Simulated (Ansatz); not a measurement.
Relaxed-ion elastic tensor of Rh (fcc (Cu type), Fm-3m) in GPa (Voigt order), r²SCAN+D4 (plane waves, PAW; program Ansatz); density 12.57 g/cm³, 13.59 Å³ per atom.

```csv
,1,2,3,4,5,6
1,460,208,208,0.0,0.0,0.0
2,208,460,208,0.0,0.0,0.0
3,208,208,460,0.0,0.0,0.0
4,0.0,0.0,0.0,204,0.0,0.0
5,0.0,0.0,0.0,0.0,204,0.0
6,0.0,0.0,0.0,0.0,0.0,204
```

Question: Is the crystal mechanically stable?

Answer: Yes: the smallest eigenvalue of C is 204 GPa.

Question: Work out the Voigt, Reuss and Hill averages.

Answer: K_V = 292, K_R = 292, K_H = 292; G_V = 172, G_R = 163, G_H = 168 GPa.

Question: Give Young's modulus, Poisson's ratio, Pugh's ratio and the universal anisotropy index.

Answer: E = 9KG/(3K + G) = 423 GPa; ν = 0.26; K/G = 1.74 (near the Pugh limit of 1.75, no verdict); A_U = 5G_V/G_R + K_V/K_R − 6 = 0.28.

Question: Estimate the sound speeds and the Debye temperature.

Answer: v_l = √((K + 4G/3)/ρ) = 6400 m/s, v_t = √(G/ρ) = 3650 m/s, mean 4060 m/s; Θ = (h/k)(3n/4πV)^(1/3) v_m = 507 K.

Question: Give the Zener ratio and Young's modulus along [100], [110] and [111].

Answer: A = 2C44/(C11 − C12) = 1.62; 1/E = S11 − 2(S11 − S12 − S44/2)Γ with Γ = 0, 1/4, 1/3 gives 330, 440, 496 GPa.

Question: Solve the Christoffel equation for the three sound speeds along [100], [110], [111].

Answer: Eigenvalues of C_ijkl n_j n_l equal ρv². In km/s, slowest first: [100] 4.02, 4.02, 6.05; [110] 3.16, 4.02, 6.54; [111] 3.47, 3.47, 6.69.

The r²SCAN+D4 relaxation kept the symmetry of its start. The run is not spin-polarised. The pairwise dispersion correction was not fitted to metals. As this level gives no gap, shear constants depend on the k-mesh and smearing (Fermi–Dirac, 0.1 eV here). On the denser mesh and wider smearing of the elastic run this cell carries a stress of 0.4 GPa.

Potentials: the earlier of the program's two PAW sets.
